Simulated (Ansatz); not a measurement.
Relaxed-ion elastic tensor of TiAl$_{3}$ in space group I4/mmm (No. 139; Ti on 2a, Al on 2b, Al on 4d) in GPa (Voigt order), PBE (plane waves, PAW; program Ansatz); density 3.36 g/cm³, 15.94 Å³ per atom.

```
 193  84.5  45.2   0.0   0.0   0.0
84.5   193  45.2   0.0   0.0   0.0
45.2  45.2   216   0.0   0.0   0.0
 0.0   0.0   0.0  92.5   0.0   0.0
 0.0   0.0   0.0   0.0  92.5   0.0
 0.0   0.0   0.0   0.0   0.0   127
```

### Question
Is the crystal mechanically stable?

### Answer
Yes: the smallest eigenvalue of C is 92.5 GPa.

### Question
Work out the Voigt, Reuss and Hill averages.

### Answer
K_V = 106, K_R = 106, K_H = 106; G_V = 90.8, G_R = 84.3, G_H = 87.5 GPa.

### Question
Give Young's modulus, Poisson's ratio, Pugh's ratio and the universal anisotropy index.

### Answer
E = 9KG/(3K + G) = 206 GPa; ν = 0.18; K/G = 1.21 (brittle by the Pugh limit of 1.75); A_U = 5G_V/G_R + K_V/K_R − 6 = 0.39.

### Question
Estimate the sound speeds and the Debye temperature.

### Answer
v_l = √((K + 4G/3)/ρ) = 8140 m/s, v_t = √(G/ρ) = 5110 m/s, mean 5620 m/s; Θ = (h/k)(3n/4πV)^(1/3) v_m = 665 K.

### Question
How much does each axis shrink under pressure?

### Answer
Linear compressibilities β_i = Σ_j S_ij (j = 1 to 3): x 3.1, y 3.1, z 3.4 per TPa.

Symmetry was held in the PBE relaxation; of distortions, only those at the zone centre were tested. The run is not spin-polarised. As this level gives no gap, shear constants depend on the k-mesh and smearing (Fermi–Dirac, 0.1 eV here).

Potentials: the later of the program's two PAW sets.
